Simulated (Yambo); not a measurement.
GaAlP$_{2}$ (space group P-4m2, No. 115): a test of whether the lowest BSE state is resolved, against the k mesh (Yambo, LDA bands; otherwise 6 valence and 6 conduction bands, static screening with 43 bands and a 4 Ry block, scissor 0.88 eV, Tamm-Dancoff).

```csv
k mesh,direct gap (eV),lowest state (eV),difference (eV),k points taking part,rough cost
4×4×2,2.37,2.16,0.22,1.0,about 1/50
4×4×4,2.37,2.19,0.18,1.0,about 1/20
6×6×4,2.37,2.21,0.17,1.0,about 1/6
8×8×6,2.37,2.25,0.13,1.0,1
```

The last step moves the difference by 0.04 eV. Even the densest mesh doesn't resolve the state: none of these energies is a result, and the difference is no binding energy.

These are vertical excitations (zero momentum); the indirect quasiparticle gap, about 2.26 eV, is smaller than the direct one (2.37 eV on the GW mesh). The scissor comes from a G0W0 run whose convergence isn't established; costs are rough.

Spin-orbit splittings are left out.

The standard potential for Ga keeps a d shell in the valence without the s and p states of that shell. In tests on such compounds this moved G0W0 gaps by up to about 0.9 eV, so absolute quasiparticle energies here are unreliable; differences between settings are what counts.

Geometry relaxed with LDA; primitive cell a = 3.8276 Å, b = 3.8276 Å, c = 5.3994 Å, α = 90.00°, β = 90.00°, γ = 90.00°.

The structure is a Materials Project entry; no match was found in the copy of COD used, and its stability was not checked.
